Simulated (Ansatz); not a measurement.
HfRh$_{3}$:
Space group Pm-3m (No. 221); a = 3.8950 Å, b = 3.8950 Å, c = 3.8950 Å, α = 90.00°, β = 90.00°, γ = 90.00°

```tsv
atom	site	symmetry	x	y	z
Hf	1a	m-3m	0.0000	0.0000	0.0000
Rh	3c	4/mm.m	0.0000	0.5000	0.5000
```

Relaxed with PBEsol.

Q: Which orbitals make up the states near the Fermi level in plane-wave PAW PBEsol (Ansatz code)?

A: Within 0.5 eV of the Fermi level: Rh 4d 75 %, Hf 5d 12 %, Hf 6s 5 %. Projections are on Löwdin-orthogonalised atomic valence shells; empty p or d shells of many metals are not among them.

Q: Tabulate the density of states.

A: States/eV per cell of 4 atoms, in 0.25 eV bins, energy from the Fermi level.

```tsv
E (eV)	total	Rh 4d	Hf 5d	Rh 5s
-7.85	0.00	0.00	0.00	0.00
-7.60	0.02	0.00	0.00	0.02
-7.35	0.12	0.00	0.00	0.07
-7.10	0.18	0.00	0.00	0.11
-6.85	0.23	0.00	0.00	0.15
-6.60	0.29	0.01	0.00	0.18
-6.35	0.35	0.01	0.01	0.21
-6.10	0.42	0.02	0.01	0.25
-5.85	0.51	0.04	0.02	0.29
-5.60	0.67	0.09	0.04	0.34
-5.35	1.74	0.78	0.21	0.45
-5.10	3.55	2.03	0.49	0.60
-4.85	5.07	3.35	0.68	0.64
-4.60	7.20	5.20	0.85	0.78
-4.35	6.93	5.35	0.86	0.48
-4.10	6.54	5.33	0.73	0.30
-3.85	5.27	4.40	0.55	0.22
-3.60	4.10	3.55	0.34	0.12
-3.35	5.22	4.46	0.51	0.13
-3.10	5.58	4.83	0.47	0.16
-2.85	5.05	4.41	0.34	0.17
-2.60	5.42	4.63	0.36	0.26
-2.35	5.28	4.46	0.34	0.32
-2.10	5.83	4.91	0.44	0.31
-1.85	10.03	8.69	0.86	0.28
-1.60	6.95	5.75	0.72	0.32
-1.35	5.75	4.80	0.57	0.25
-1.10	7.38	6.37	0.62	0.19
-0.85	5.64	4.97	0.35	0.15
-0.60	4.16	3.49	0.33	0.13
-0.35	4.46	3.53	0.45	0.16
-0.10	4.51	3.07	0.72	0.18
0.15	2.68	1.88	0.36	0.12
0.40	2.51	2.02	0.22	0.08
0.65	3.28	2.90	0.17	0.06
0.90	1.85	1.54	0.12	0.07
1.15	0.70	0.56	0.05	0.03
1.40	0.14	0.04	0.04	0.02
1.65	0.12	0.02	0.03	0.02
1.90	0.17	0.03	0.03	0.02
2.15	0.61	0.14	0.27	0.05
2.40	2.39	0.60	1.20	0.26
2.65	6.15	1.68	3.25	0.73
2.90	5.74	1.71	3.15	0.61
3.15	5.35	1.84	2.75	0.56
3.40	5.58	1.88	3.01	0.45
3.65	2.74	0.63	1.63	0.19
3.90	1.69	0.26	1.14	0.16
4.15	1.51	0.22	0.99	0.18
4.40	1.57	0.22	0.98	0.19
4.65	1.79	0.27	1.07	0.20
```

The workflow started from a Materials Project entry (that database holds measured and hypothetical structures alike); the Crystallography Open Database files this formula in space group No. 221, but the cells were not matched. Its standing as an ambient phase is unchecked. Symmetry was held in the PBEsol relaxation; of distortions, only those at the zone centre were tested. No spin polarisation was allowed. Spin–orbit coupling is left out wherever it is not named.

Potentials: the later of the program's two PAW sets.
